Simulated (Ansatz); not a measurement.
Total density of states per atom from LDA (plane waves, PAW; program Ansatz), in 0.25 eV bins, energy from the Fermi level:

```
E (eV) | states/eV/atom
    -7.85 |  0.00
    -7.60 |  0.00
    -7.35 |  0.00
    -7.10 | ## 0.08
    -6.85 | ###### 0.30
    -6.60 | ####### 0.35
    -6.35 | ######## 0.44
    -6.10 | ############# 0.67
    -5.85 | ############ 0.63
    -5.60 | ################### 0.99
    -5.35 | ############ 0.63
    -5.10 | ######### 0.49
    -4.85 | ########## 0.51
    -4.60 | ########### 0.57
    -4.35 | ################# 0.91
    -4.10 | ####################### 1.19
    -3.85 | ############################## 1.59
    -3.60 | ######################## 1.26
    -3.35 | ############ 0.64
    -3.10 | ############# 0.70
    -2.85 | ############## 0.76
    -2.60 | ############## 0.75
    -2.35 | ############# 0.69
    -2.10 | ############# 0.71
    -1.85 | ######### 0.50
    -1.60 | ##### 0.27
    -1.35 | #### 0.20
    -1.10 | #### 0.21
    -0.85 | ##### 0.28
    -0.60 | ###### 0.30
    -0.35 | ###### 0.33
    -0.10 | ######## 0.44
     0.15 | ######### 0.49
     0.40 | ######### 0.48
     0.65 | ##### 0.27
     0.90 | ######### 0.49
     1.15 | ######### 0.49
     1.40 | ######### 0.50
     1.65 | ######### 0.48
     1.90 | ######### 0.50
     2.15 | ########## 0.51
     2.40 | ########## 0.54
     2.65 | ########### 0.58
     2.90 | ########## 0.53
     3.15 | ############# 0.68
     3.40 | ## 0.11
     3.65 | ################# 0.90
     3.90 | #################### 1.04
     4.15 | ############### 0.80
     4.40 | ############ 0.63
     4.65 | ########## 0.52
```

Which compound is it?
(A) KF, rock salt
(B) BaF2, fluorite
(C) TaS2, CdI2 type
(D) CoSn, P6/mmm (Co on 3f, Sn on 2d, Sn on 1a)

C, TaS2, CdI2 type. Within 0.5 eV of the Fermi level: Ta 5d 65 %, S 3p 30 %. Projections are on Löwdin-orthogonalised atomic valence shells; empty p or d shells of many metals are not among them.

Space group P-3m1 (CdI2 type). The cell was relaxed with LDA under the symmetry of its start. The run is not spin-polarised. The volume moved by -17 % from the start of the relaxation. A crystal of weakly bound layers computed without a dispersion correction: the cell and the soft elastic constants depend strongly on that. With an odd number of electrons in the cell and no spin polarisation, the count alone makes it a metal. Scalar-relativistic: spin–orbit coupling is off unless named, which matters more the heavier the elements.

Potentials: the later of the program's two PAW sets.
